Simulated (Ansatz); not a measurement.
A relaxed cell of SnO$_{2}$ (P4₂/mnm (No. 136)), relaxed on a k-mesh at least as fine as the one used below. Calculation: PBE (plane waves to 420 eV, PAW, scalar-relativistic; Ansatz, a quantum-chemistry and plane-wave program). Γ-centred k-mesh 5×3×7 on the run's cell (coarser than for final values), Fermi–Dirac smearing 0.05 eV.

```
SnO2
1.0
    4.82764     0.00000     0.00000
    0.00000     9.65528     0.00000
    0.00000     0.00000     3.23778
Sn O
4 8
Direct
  0.50000   0.25000   0.50000
  0.50000   0.75000   0.50000
  0.00000   0.00000   0.00000
  0.00000   0.50000   0.00000
  0.80659   0.40330   0.50000
  0.80659   0.90330   0.50000
  0.30659   0.34670   0.00000
  0.30659   0.84670   0.00000
  0.69341   0.15330   0.00000
  0.69341   0.65330   0.00000
  0.19341   0.09670   0.50000
  0.19341   0.59670   0.50000
```

Every atom was then displaced, and the forces became (eV/Å):

```
atom     Fx     Fy     Fz
----  -----  -----  -----
Sn1   -2.22   2.46   1.07
Sn2   -1.18   0.87   0.95
Sn3    1.64   0.67  -0.12
Sn4    1.10  -1.66   2.25
O5     0.03  -0.37  -1.72
O6    -0.13   0.13   0.30
O7     0.26  -0.57  -0.34
O8     0.18   0.04  -0.66
O9     1.31  -1.37  -0.88
O10    0.98   0.30  -1.45
O11   -1.41  -1.49   0.51
O12   -0.56   1.00   0.09
```

Which atom was moved farthest relative to the others, and in which direction?

O12, by (0.14, -0.14, -0.09) Å (0.22 Å, mean shift removed); the next is O10 with 0.17 Å. Its force makes an angle of 157° with its move.

All displacements (Å):

```
atom      ux      uy      uz
----  ------  ------  ------
Sn1    0.144  -0.011  -0.049
Sn2    0.067  -0.057   0.044
Sn3   -0.005   0.006  -0.022
Sn4    0.047   0.090  -0.143
O5    -0.035   0.104   0.084
O6     0.040  -0.018  -0.020
O7     0.036   0.035   0.000
O8    -0.025  -0.069   0.077
O9     0.044   0.059   0.006
O10   -0.038  -0.067   0.121
O11    0.115   0.070  -0.078
O12    0.189  -0.144  -0.091
```

Estimate the energy cost of the displacement in the harmonic approximation and compare with the calculation.

For a harmonic well ΔE = −½ Σ F·u = 0.999 eV a cell, or 83 meV/atom. The calculated energy relative to the undisplaced cell is +0.09 eV/atom, so the harmonic estimate holds well.

No spin polarisation in the result.

The run that gave the undisplaced cell could not lose the symmetry of its start; a randomly shaken copy of 12 atoms returns to this structure.
